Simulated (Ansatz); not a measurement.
Computed with DFT PBE, scalar-relativistic, plane waves, PAW in Ansatz. All cells share a 420 eV cutoff and Γ-centred k meshes spaced at most about 0.3 Å⁻¹ (about 0.25 or finer for metals, 2π included). No spin polarisation in the final relaxations.

All energies are static (0 K, no zero-point motion). All come from trial cells, and lower structures may exist.

**Question.** Which of these relaxed structures of Sc2SbP3 is the lowest in energy?
A.

```cif
data_structure
_symmetry_space_group_name_H-M 'P-4m2'
_symmetry_Int_Tables_number 115
_cell_length_a 3.7984
_cell_length_b 3.7984
_cell_length_c 8.0785
_cell_angle_alpha 90.000
_cell_angle_beta 90.000
_cell_angle_gamma 90.000
_cell_volume 116.56
loop_
_atom_site_label
_atom_site_type_symbol
_atom_site_symmetry_multiplicity
_atom_site_Wyckoff_symbol
_atom_site_fract_x
_atom_site_fract_y
_atom_site_fract_z
_atom_site_occupancy
Sc1 Sc 2 g 0.00000 0.50000 0.68247 1
Sb1 Sb 1 a 0.00000 0.00000 0.00000 1
P1 P 1 b 0.50000 0.50000 0.00000 1
P2 P 2 g 0.00000 0.50000 0.35369 1
```

B.

```cif
data_structure
_symmetry_space_group_name_H-M 'P6/mmm'
_symmetry_Int_Tables_number 191
_cell_length_a 6.2434
_cell_length_b 6.2434
_cell_length_c 3.7609
_cell_angle_alpha 90.000
_cell_angle_beta 90.000
_cell_angle_gamma 120.000
_cell_volume 126.96
loop_
_atom_site_label
_atom_site_type_symbol
_atom_site_symmetry_multiplicity
_atom_site_Wyckoff_symbol
_atom_site_fract_x
_atom_site_fract_y
_atom_site_fract_z
_atom_site_occupancy
Sc1 Sc 2 d 0.33333 0.66667 0.50000 1
Sb1 Sb 1 a 0.00000 0.00000 0.00000 1
P1 P 3 f 0.50000 0.00000 0.00000 1
```

C.

```cif
data_structure
_symmetry_space_group_name_H-M 'P6/mmm'
_symmetry_Int_Tables_number 191
_cell_length_a 5.8014
_cell_length_b 5.8014
_cell_length_c 4.0219
_cell_angle_alpha 90.000
_cell_angle_beta 90.000
_cell_angle_gamma 120.000
_cell_volume 117.23
loop_
_atom_site_label
_atom_site_type_symbol
_atom_site_symmetry_multiplicity
_atom_site_Wyckoff_symbol
_atom_site_fract_x
_atom_site_fract_y
_atom_site_fract_z
_atom_site_occupancy
Sc1 Sc 2 c 0.33333 0.66667 0.00000 1
Sb1 Sb 1 a 0.00000 0.00000 0.00000 1
P1 P 3 g 0.50000 0.00000 0.50000 1
```

D.

```cif
data_structure
_symmetry_space_group_name_H-M 'R-3m:H'
_symmetry_Int_Tables_number 166
_cell_length_a 4.6010
_cell_length_b 4.6010
_cell_length_c 20.0857
_cell_angle_alpha 90.000
_cell_angle_beta 90.000
_cell_angle_gamma 120.000
_cell_volume 368.24
loop_
_atom_site_label
_atom_site_type_symbol
_atom_site_symmetry_multiplicity
_atom_site_Wyckoff_symbol
_atom_site_fract_x
_atom_site_fract_y
_atom_site_fract_z
_atom_site_occupancy
Sc1 Sc 6 c 0.66667 0.33333 0.74590 1
Sb1 Sb 3 a 0.00000 0.00000 0.00000 1
P1 P 9 d 0.16667 0.83333 0.83333 1
```

**Answer.** A. It has space group P-4m2 (No. 115); the next, B, with space group P6/mmm (No. 191), lies 28 meV/atom higher. Counting P or Sb atoms around Sc (for each partner element, those within 1.25 times its shortest distance or 1.15 times the sum of covalent radii, where it is the nearest in units of that sum or under 1.3), the lowest has Sc 9 and the next has Sc 6.

These runs have no spin–orbit coupling, which can matter for Sb. Cells relaxed within their symmetry can be saddle points. Some structure types and database cells were kept out of the candidates from the start, so a known form may be missing.
